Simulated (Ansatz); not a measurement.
SrHfO₃ in space group P4mm (No. 99; Sr on 1b, Hf on 1a, O on 2c, O on 1a), the program Ansatz at the LDA level (PAW). The conduction-band minimum lies at Γ, with 1 equivalent valley. Second derivatives d²E/dk² of the lowest band at one valley (eV·Å²), along Cartesian directions:

```csv
direction,d²E/dk²
[100],19.62
[010],19.62
[001],3.629
[110],19.62
[101],11.63
[011],11.63
```

**Question.** Find the principal effective masses, the density-of-states mass and the conductivity mass.

**Answer.** Off-diagonal terms follow from H_xy = H[110] − (H_xx + H_yy)/2, and m*/mₑ = 7.620 eV·Å² over each eigenvalue: 0.39, 0.39, 2.1. One valley's DOS mass (m₁m₂m₃)^(1/3) = 0.68, conductivity mass 3/(Σ 1/mᵢ) = 0.53 mₑ.

**Question.** What effective density of states Nc follows at 300 K for parabolic valleys?

**Answer.** Nc = 2.509e19 × 1 × (0.68)^(3/2) ≈ 1.4e19 cm⁻³.

**Question.** With the computed static dielectric constant 98.1 (mean of the diagonal), estimate a hydrogenic donor's binding energy and radius.

**Answer.** E = 13.606 eV × 0.53/98.1² ≈ 0.75 meV; a = 0.529 Å × ε/m* ≈ 98 Å. Semilocal masses tend to be too small where the gap is.

The first step of the workflow began from a Materials Project structure, measured or hypothetical; the Crystallography Open Database copy checked does not list it. COD files the formula under space group No. 62, 63, 221, so this cell is another polymorph or a model. Its standing as an ambient phase is unchecked. Symmetry was held in the LDA relaxation. At this level the phase is dynamically unstable (imaginary phonons). No spin polarisation was allowed. Scalar-relativistic: spin–orbit coupling is off unless named, which matters more the heavier the elements.

Potentials: the later of the program's two PAW sets.
